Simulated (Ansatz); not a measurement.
NiTe (NiAs type, space group No. 194) at seven volumes, the program Ansatz at the PBEsol level (PAW), shape and atoms relaxed at each. One row is withheld.

| V (Å³/atom) | P (GPa) |
|---|---|
| 16.094 | ? |
| 16.625 | 8.51 |
| 17.155 | 3.88 |
| 17.686 | 0.00 |
| 18.217 | -3.26 |
| 18.747 | -5.99 |
| 19.278 | -8.27 |

Question: Fit the shown pressures and predict the withheld one.

Answer: Third-order Birch–Murnaghan: P = (3/2)B₀(x^(7/2) − x^(5/2))[1 + (3/4)(B′ − 4)(x − 1)] with x = (V₀/V)^(2/3). Least squares on the six rows gives V₀ = 17.685 Å³/atom, B₀ = 118.3 GPa, B′ = 4.88. At V = 16.094, x = 1.0649 and P = 14.04 GPa. The run itself gave 14.06 GPa.

Space group P6_3/mmc (NiAs type). The workflow started from an entry of the Crystallography Open Database (COD). Its standing as an ambient phase is unchecked. The cell was relaxed with PBEsol under the symmetry of its start; whether a distortion lowers the energy is not shown. The workflow began spin-polarised and lost its moments. Scalar-relativistic: spin–orbit coupling is off unless named, which matters more the heavier the elements.

Potentials: the later of the program's two PAW sets.
